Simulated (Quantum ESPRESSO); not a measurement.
## Si7As (input and log of a self-consistent run)

Simulated, not a measurement. The program is pw.x of Quantum ESPRESSO 7.5 (plane-wave density functional theory). The cell is made up: 8 atoms on a zincblende/diamond lattice, with randomly drawn elements, strain and displacements, not relaxed. PseudoDojo standard norm-conserving files (v0.5 for PBE, v0.4.1 for LDA and PBEsol) set the functional; there is no spin polarisation, spin-orbit coupling or dispersion term, and the masses in the input are unused placeholders. A spin-polarised start on this cell or one of its family kept no moment.

Input:

```
&control calculation='scf', pseudo_dir='./dojo.nc.sr.pbe.v0_5.standard.upf', outdir='./o', disk_io='medium', tprnfor=.true., tstress=.true. /
&system ibrav=0, nat=8, ntyp=2, nbnd=32, ecutwfc=84.00895049, nosym=.true., tot_charge=0,
 occupations='smearing', smearing='fd', degauss=0.0073498644
/
&electrons conv_thr=7.350e-09, electron_maxstep=60, /
ATOMIC_SPECIES
As 1.0 As.upf
Si 1.0 Si.upf
CELL_PARAMETERS angstrom
5.5424 0.0 0.0
0.0 5.5424 0.0
0.0 0.0 5.5424
ATOMIC_POSITIONS angstrom
Si -0.0026 0.0486 -0.0175
Si -0.0319 2.822 2.6727
Si 2.802 0.0216 2.8976
Si 2.8057 2.7786 -0.0882
Si 1.3377 1.3472 1.3086
Si 1.3857 4.2321 4.1797
As 4.127 1.3334 4.1346
Si 4.1576 4.2172 1.3191
K_POINTS automatic
6 6 6 1 1 1
```

The log is shortened where brackets say so; the opening notice, blank lines, dates and the lines on written files are dropped, and the path of the files is cut. It prints rydbergs, bohrs and kilobars, and counts compression as positive stress.

```
     Program PWSCF v.7.5
     Parallel version (MPI & OpenMP), running on       1 processor cores
     Number of MPI processes:                 1
     Threads/MPI process:                     1
     [start-up lines left out]
     bravais-lattice index     =            0
     lattice parameter (alat)  =      10.4736  a.u.
     unit-cell volume          =    1148.9211 (a.u.)^3
     number of atoms/cell      =            8
     number of atomic types    =            2
     number of electrons       =        43.00
     number of Kohn-Sham states=           32
     kinetic-energy cutoff     =      84.0090  Ry
     charge density cutoff     =     336.0358  Ry
     scf convergence threshold =      7.3E-09
     mixing beta               =       0.7000
     number of iterations used =            8  plain     mixing
     Exchange-correlation= PBE
                           (   1   4   3   4   0   0   0)
     [axes and pseudopotential details left out]
   Cartesian axes
     site n.     atom                  positions (alat units)
         1        Si     tau(   1) = (  -0.0004691   0.0087688  -0.0031575  )
         2        Si     tau(   2) = (  -0.0057556   0.5091657   0.4822279  )
         3        Si     tau(   3) = (   0.5055572   0.0038972   0.5228060  )
         4        Si     tau(   4) = (   0.5062247   0.5013352  -0.0159137  )
         5        Si     tau(   5) = (   0.2413575   0.2430716   0.2361071  )
         6        Si     tau(   6) = (   0.2500180   0.7635862   0.7541318  )
         7        As     tau(   7) = (   0.7446233   0.2405817   0.7459945  )
         8        Si     tau(   8) = (   0.7501443   0.7608978   0.2380016  )
     number of k points=   108  Fermi-Dirac smearing, width (Ry)=  0.0073
     Number of k-points >= 100: set verbosity='high' to print them.
     Dense  grid:   119513 G-vectors     FFT dimensions: (  64,  64,  64)
     Estimated max dynamical RAM per process >     143.84 MB
     Initial potential from superposition of free atoms
     starting charge      42.9955, renormalised to      43.0000
     Starting wfcs are   37 randomized atomic wfcs
     total cpu time spent up to now is       39.7 secs
     per-process dynamical memory:   116.5 Mb
     Self-consistent Calculation
     iteration #  1     ecut=    84.01 Ry     beta= 0.70
     Davidson diagonalization with overlap
     ethr =  1.00E-02,  avg # of iterations =  4.3
     Threshold (ethr) on eigenvalues was too large:
     Diagonalizing with lowered threshold
     Davidson diagonalization with overlap
     ethr =  4.20E-04,  avg # of iterations =  5.8
     total cpu time spent up to now is      284.2 secs
     total energy              =    -271.26343145 Ry
     estimated scf accuracy    <       0.19979007 Ry
     iteration #  2     ecut=    84.01 Ry     beta= 0.70
     Davidson diagonalization with overlap
     ethr =  4.65E-04,  avg # of iterations =  2.2
     total cpu time spent up to now is      363.1 secs
     total energy              =    -271.26730560 Ry
     estimated scf accuracy    <       0.04902663 Ry
     iteration #  3     ecut=    84.01 Ry     beta= 0.70
     Davidson diagonalization with overlap
     ethr =  1.14E-04,  avg # of iterations =  4.0
     total cpu time spent up to now is      472.7 secs
     total energy              =    -271.28021655 Ry
     estimated scf accuracy    <       0.02547539 Ry
     iteration #  4     ecut=    84.01 Ry     beta= 0.70
     Davidson diagonalization with overlap
     ethr =  5.92E-05,  avg # of iterations =  2.9
     total cpu time spent up to now is      595.3 secs
     total energy              =    -271.28488273 Ry
     estimated scf accuracy    <       0.00017245 Ry
     iteration #  5     ecut=    84.01 Ry     beta= 0.70
     Davidson diagonalization with overlap
     c_bands:  1 eigenvalues not converged
     c_bands:  1 eigenvalues not converged
     c_bands:  1 eigenvalues not converged
     c_bands:  1 eigenvalues not converged
     c_bands:  2 eigenvalues not converged
     c_bands:  1 eigenvalues not converged
     c_bands:  1 eigenvalues not converged
     c_bands:  1 eigenvalues not converged
     c_bands:  1 eigenvalues not converged
     c_bands:  1 eigenvalues not converged
     c_bands:  1 eigenvalues not converged
     c_bands:  1 eigenvalues not converged
     c_bands:  1 eigenvalues not converged
     c_bands:  1 eigenvalues not converged
     c_bands:  1 eigenvalues not converged
     c_bands:  1 eigenvalues not converged
     c_bands:  1 eigenvalues not converged
     c_bands:  1 eigenvalues not converged
     ethr =  4.01E-07,  avg # of iterations = 13.5
     total cpu time spent up to now is      827.9 secs
     total energy              =    -271.28499574 Ry
     estimated scf accuracy    <       0.00013686 Ry
     iteration #  6     ecut=    84.01 Ry     beta= 0.70
     Davidson diagonalization with overlap
     c_bands:  1 eigenvalues not converged
     ethr =  3.18E-07,  avg # of iterations =  2.9
     total cpu time spent up to now is      951.2 secs
     total energy              =    -271.28501963 Ry
     estimated scf accuracy    <       0.00001334 Ry
     iteration #  7     ecut=    84.01 Ry     beta= 0.70
     Davidson diagonalization with overlap
     ethr =  3.10E-08,  avg # of iterations =  2.0
     total cpu time spent up to now is     1067.6 secs
     total energy              =    -271.28502176 Ry
     estimated scf accuracy    <       0.00000043 Ry
     iteration #  8     ecut=    84.01 Ry     beta= 0.70
     Davidson diagonalization with overlap
     ethr =  9.97E-10,  avg # of iterations =  4.1
     total cpu time spent up to now is     1205.8 secs
     total energy              =    -271.28502204 Ry
     estimated scf accuracy    <       0.00000023 Ry
     iteration #  9     ecut=    84.01 Ry     beta= 0.70
     Davidson diagonalization with overlap
     ethr =  5.24E-10,  avg # of iterations =  2.0
     total cpu time spent up to now is     1300.5 secs
     total energy              =    -271.28502204 Ry
     estimated scf accuracy    <       0.00000005 Ry
     iteration # 10     ecut=    84.01 Ry     beta= 0.70
     Davidson diagonalization with overlap
     ethr =  1.26E-10,  avg # of iterations =  2.0
     total cpu time spent up to now is     1412.0 secs
     End of self-consistent calculation
     Number of k-points >= 100: set verbosity='high' to print the bands.
     the Fermi energy is     7.2224 ev
!    total energy              =    -271.28502205 Ry
     estimated scf accuracy    <          7.1E-10 Ry
     smearing contrib. (-TS)   =      -0.00618452 Ry
     internal energy E=F+TS    =    -271.27883753 Ry
     The total energy is F=E-TS. E is the sum of the following terms:
     one-electron contribution =    -154.49009225 Ry
     hartree contribution      =      94.87199958 Ry
     xc contribution           =     -68.96404068 Ry
     ewald contribution        =    -142.69670416 Ry
     convergence has been achieved in  10 iterations
     Forces acting on atoms (cartesian axes, Ry/au):
     atom    1 type  2   force =     0.01053107   -0.04074355    0.01272363
     atom    2 type  2   force =     0.03351322    0.01189764   -0.00077758
     atom    3 type  2   force =    -0.05581634   -0.04054076   -0.10014290
     atom    4 type  2   force =    -0.04278281    0.02247003    0.04546644
     atom    5 type  2   force =     0.04230145    0.03209516    0.03613368
     atom    6 type  2   force =    -0.01315360   -0.03469732   -0.01297669
     atom    7 type  1   force =     0.04426420    0.05407967    0.00424948
     atom    8 type  2   force =    -0.01885718   -0.00456087    0.01532395
     Total force =     0.183226     Total SCF correction =     0.000099
     Computing stress (Cartesian axis) and pressure
          total   stress  (Ry/bohr**3)                   (kbar)     P=      -11.61
  -0.00006947   0.00006322   0.00009563          -10.22        9.30       14.07
   0.00006322  -0.00006337   0.00006176            9.30       -9.32        9.09
   0.00009563   0.00006176  -0.00010391           14.07        9.09      -15.29
     init_run     :     38.90s CPU     39.55s WALL (       1 calls)
     electrons    :   1331.98s CPU   1372.42s WALL (       1 calls)
     forces       :     18.52s CPU     18.74s WALL (       1 calls)
     stress       :     72.13s CPU     75.83s WALL (       1 calls)
     [timing details left out]
     PWSCF        :  24m22.15s CPU  25m 8.12s WALL
     JOB DONE.
```

In other units: free energy -3691.021 eV for the cell, pressure -1.16 GPa, largest force component 2.575 eV/Å. A rerun of a related cell, with the same atoms placed differently, at 1437 eV and a 8 x 8 x 8 mesh moved values by no more than 0.002 eV in energy, 0.12 GPa in stress and 0.017 eV/Å in force.